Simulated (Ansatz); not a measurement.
Start of a relaxation of Cd3HgS4:

```
Cd Hg S
1.0
    -2.89182    2.89182    5.78364
     2.89182   -2.89182    5.78364
     2.89182    2.89182   -5.78364
Cd Hg S
3 1 4
Direct
  0.00000 0.00000 0.00000
  0.25000 0.75000 0.50000
  0.75000 0.25000 0.50000
  0.50000 0.50000 0.00000
  0.87500 0.87500 0.50000
  0.37500 0.37500 0.50000
  0.12500 0.62500 0.00000
  0.62500 0.12500 0.00000
```

The calculation used DFT PBE, scalar-relativistic, plane waves, PAW (Ansatz). Cutoff 420 eV, Gaussian smearing, Γ-centred meshes. Cell and atoms relax first on a coarse mesh and then on a converged one. In between, the cell is made exact in the group found at 0.06 Å. The steps can't lower the symmetry of their start. No spin polarisation.

A guess keeps its type if space group and coordination stay and the shape of the cell changes little (axis ratios within about 15 %, angles within 6°); the volume may change.

**Question.** Will the relaxed cell still be of the starting type?

**Answer.** It keeps its type. The symmetry stays I-42m (No. 121). The volume per atom grows by 8.5 %, from 24.2 to 26.2 Å³. The shortest distance goes from 2.50 Å (Cd–S and Hg–S) to 2.57 Å (Cd–S). The ratio c/a of the conventional cell changes by a factor of 1.00. Counting neighbours within 15 % of an atom's shortest distance, the start has Cd 4, Hg 4, S 4 and the end Cd 4, Hg 4, S 4.

The last run used a 6×6×6 mesh for its 8-atom cell and Gaussian smearing of 0.02 eV. Spin–orbit coupling, which can matter for Hg, is left out. Symmetry constrained the relaxation, so the result can be a saddle point.
